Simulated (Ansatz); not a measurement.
CsO: a fit and a missing row

CsO, Immm, a = 4.316 Å, b = 6.459 Å, c = 7.549 Å. The structure is a COD entry; whether it is the stable form wasn't checked. Ansatz: r2SCAN, PAW, 500 eV, Γ-centred 8×8×8 mesh on 4 atoms, Gaussian smearing 0.02 eV; no spin polarisation. Shape and atoms are relaxed at each volume; pressure is positive in compression.

```tsv
V (Å³/atom)	P (GPa)
24.724	1.82
25.514	0.82
26.303	0.00
27.092	?
27.881	-1.22
```

Question: Take V0 = 26.303 Å³/atom, fit the third-order Birch–Murnaghan form to the other rows, and predict the missing pressure.

Answer: With the Eulerian strain f = ½[(V0/V)^(2/3) − 1] and y = P/[3f(1 + 2f)^(5/2)], the form is the line y = B0 + 1.5 B0 (B0′ − 4) f. Rows (f, y): 0.02107, 25.97; 0.01026, 25.32; -0.01905, 23.52. Means f = 0.004093, y = 24.937; Σ(Δf)² = 0.0008618, ΣΔfΔy = 0.05269; the slope is their ratio. y = 24.69 + 61.14 f GPa, so B0 = 24.7 GPa and B0′ = 4 + 2 × (61.14)/(3 × 24.69) = 5.65. At V = 27.092, f = -0.00976, y = 24.093 and P = -0.67 GPa. The run gave -0.68 GPa, so the fit is 0.01 GPa too high, a small miss on the scale of the series.

Cost: 5 runs of about 9.4 core-minutes in all, on Arm Neoverse V2 (shared hosts).